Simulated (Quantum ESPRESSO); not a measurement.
Si7As, a curve over strain

A calculation, not a measurement. The program is pw.x of Quantum ESPRESSO 7.5 (plane-wave density functional theory). The cell is made up: 8 atoms on a zincblende/diamond lattice, with randomly drawn elements, strain and displacements, not relaxed. PseudoDojo standard norm-conserving files (v0.5 for PBE, v0.4.1 for LDA and PBEsol) set the functional; there is no spin polarisation, spin-orbit coupling or dispersion term, and the masses in the input are unused placeholders. A spin-polarised start on this cell or one of its family kept no moment.

Seven runs add a strain to one cell (the same along x and y); the atoms follow the cell and are not relaxed. Stress in the table is positive in tension.

Input of the run at -0.0034:

```
&control calculation='scf', pseudo_dir='./dojo.nc.sr.pbe.v0_5.standard.upf', outdir='./o', disk_io='low', tprnfor=.true., tstress=.true. /
&system ibrav=0, nat=8, ntyp=2, nbnd=32, ecutwfc=84.00895049, nosym=.true., tot_charge=0,
 occupations='smearing', smearing='fd', degauss=0.0073498644
/
&electrons conv_thr=7.350e-09, electron_maxstep=60, /
ATOMIC_SPECIES
As 1.0 As.upf
Si 1.0 Si.upf
CELL_PARAMETERS angstrom
5.5721 -0.0991 -0.0057
-0.0991 5.6237 0.0627
-0.0057 0.0625 5.6194
ATOMIC_POSITIONS angstrom
Si 0.0568 0.1864 -0.0032
As 0.0632 2.777 2.7268
Si 2.7956 -0.0268 2.7301
Si 2.7328 2.7699 -0.0559
Si 1.5454 1.3688 1.4464
Si 1.3851 4.0191 4.3568
Si 4.2297 1.4123 4.2045
Si 4.0452 4.2031 1.4508
K_POINTS automatic
6 6 6 1 1 1
```

```
added strain  free energy less that of the input shown (eV)  stress xx (GPa)  stress yy (GPa)  stress zz (GPa)  stress xy (GPa)  pressure (GPa)  iterations
     -0.0243                                        -0.0382            -1.84             0.17             1.21             2.65            0.15          10
     -0.0110                                        -0.0312             0.33             2.27             2.64             2.57           -1.75          10
     -0.0034                                         0.0000             1.45             3.35             3.36             2.52           -2.72          10
     +0.0130                                         0.1271             3.60             5.41             4.69             2.42           -4.56          11
     +0.0187                                         0.1887             4.28             6.04             5.08             2.38           -5.13          11
     +0.0250                                         0.2671             4.98             6.71             5.48             2.34           -5.72          11
```

Question: one run is left out of the table, at +0.0071. Estimate its stress xx (GPa).

Answer: 2.87. The whole row:

```
added strain  free energy less that of the input shown (eV)  stress xx (GPa)  stress yy (GPa)  stress zz (GPa)  stress xy (GPa)  pressure (GPa)  iterations
     +0.0071                                         0.0720             2.87             4.71             4.24             2.46           -3.94          11
```

A cubic fit gives a slope of stress xx against the added strain of 137 GPa at zero added strain, with the atoms clamped. Across the table the free energy follows the integral of the stress to within 0.8 meV. A rerun of one of the cells at 1437 eV and a 8 x 8 x 8 mesh moved values by no more than 0.006 eV in energy, 0.03 GPa in stress and 0.006 eV/Å in force.